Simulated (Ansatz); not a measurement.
Ca2RuO4:
```yaml
crystal:
  lattice:
    - [6.23671, -2.63948, 0.00000]
    - [6.23671, 2.63948, 0.00000]
    - [0.00000, 0.00000, 5.28076]
  atoms:
    - { symbol: Ca, position: [0.65314, 0.65314, 0.00000] }
    - { symbol: Ca, position: [0.34686, 0.34686, 0.00000] }
    - { symbol: Ca, position: [0.84686, 0.84686, 0.50000] }
    - { symbol: Ca, position: [0.15314, 0.15314, 0.50000] }
    - { symbol: Ru, position: [0.00000, 0.00000, 0.00000] }
    - { symbol: Ru, position: [0.50000, 0.50000, 0.50000] }
    - { symbol: O, position: [0.33463, 0.33463, 0.50000] }
    - { symbol: O, position: [0.66537, 0.66537, 0.50000] }
    - { symbol: O, position: [0.16537, 0.16537, 0.00000] }
    - { symbol: O, position: [0.83463, 0.83463, 0.00000] }
    - { symbol: O, position: [0.18315, 0.81685, 0.68341] }
    - { symbol: O, position: [0.81685, 0.18315, 0.31659] }
    - { symbol: O, position: [0.31685, 0.68315, 0.18341] }
    - { symbol: O, position: [0.68315, 0.31685, 0.81659] }
```
The run is spin-polarised; directions of the spins, atom by atom: 0 0 0 0 ↑ ↑ 0 0 0 0 0 0 0 0.

Relaxed with r²SCAN.

**Question.** Give the Bader charges and basin volumes of the independent atoms, r²SCAN in the plane-wave PAW code Ansatz.

**Answer.** 

```tsv
atom	Bader charge (e)	Bader volume (Å³)
Ca1	+1.59	11.9
Ru5	+1.83	10.3
O7	-1.36	15.7
O11	-1.14	10.7
```

Space group Cmce. The workflow started from a Materials Project entry (that database holds measured and hypothetical structures alike); the Crystallography Open Database copy checked does not list it. COD files the formula under space group No. 61. Its standing as an ambient phase is unchecked. The cell was relaxed with r²SCAN under the symmetry of its start; its stability against distortions is not shown here. The final state is ferromagnetic, the only order run, not a proven ground state. Other orbital occupations within this spin state were not tried. No Hubbard U is applied.

Potentials: the later of the program's two PAW sets.
